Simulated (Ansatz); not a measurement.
Consider the following.

TiTeSe:
```cif
data_SeTeTi
_chemical_formula_sum 'Ti1 Te1 Se1'
_space_group_name_H-M_alt 'P 1'
_space_group_IT_number 1
_cell_length_a 3.54218
_cell_length_b 3.54218
_cell_length_c 6.18434
_cell_angle_alpha 90.000
_cell_angle_beta 90.000
_cell_angle_gamma 120.000
loop_
_space_group_symop_operation_xyz
  'x, y, z'
loop_
_atom_site_label
_atom_site_type_symbol
_atom_site_fract_x
_atom_site_fract_y
_atom_site_fract_z
_atom_site_occupancy
Ti1 Ti 0.00000 0.00000 0.97851 1
Te1 Te 0.66667 0.33333 0.27390 1
Se1 Se 0.33333 0.66667 0.74760 1
```

This is the LDA-relaxed structure.

Problem. All from plane-wave PAW LDA (Ansatz code), unless another level is named. Predict the electronic character.

Solution. metallic (no gap).

Problem. Give the formation energy from the elements (no fitted shifts).

Solution. -0.95 eV/atom.

Problem. What about the density of states at the Fermi level?

Solution. 0.42 states/eV per atom (mean over ±0.08 eV).

Space group P3m1. The first step of the workflow began from a Materials Project structure, measured or hypothetical; the Crystallography Open Database copy checked does not list it. Its standing as an ambient phase is unchecked. Symmetry was held in the LDA relaxation; its stability against distortions is not shown here. No spin polarisation was allowed. A crystal of weakly bound layers computed without a dispersion correction: the cell and the soft elastic constants depend strongly on that. The references are the lowest solids computed at this level, not always the standard phases. Scalar-relativistic: spin–orbit coupling is off unless named, which matters more the heavier the elements.

Potentials: the later of the program's two PAW sets.
